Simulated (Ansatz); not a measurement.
Values for one crystal, relaxed and computed with LDA in the plane-wave PAW code Ansatz; other levels are named.

| Quantity | Value |
|---|---|
| Volume per atom | 19.03 Å³ |
| Electronic character | no gap, with almost no states at the Fermi level (zero-gap or semimetallic) |
| Highest zone-centre frequency | 19.0 meV |
| Density of states at the Fermi level | 0.01 states/eV per atom (mean over ±0.08 eV) |
| Bulk modulus (Birch–Murnaghan fit) | 92.4 GPa |
| Poisson's ratio | 0.31 |
| Mechanical stability | stable (all eigenvalues of C positive) |

Task: Which compound is it?
(A) Ga2BiAs, P-4m2 (Ga on 2g, Bi on 1a, As on 1c)
(B) CdS, rock salt
(C) TiS, NiAs type
(D) ZrN, NiAs type

Result: B, CdS, rock salt

Space group Fm-3m (rock salt). This is a known high-pressure phase of the composition, computed here at zero pressure and temperature. The cell was relaxed with LDA under the symmetry of its start; of distortions, only those at the zone centre were tested. A small band overlap can be real or an error of a semilocal functional. Scalar-relativistic: spin–orbit coupling is off unless named, which matters more the heavier the elements.

Potentials: the later of the program's two PAW sets.
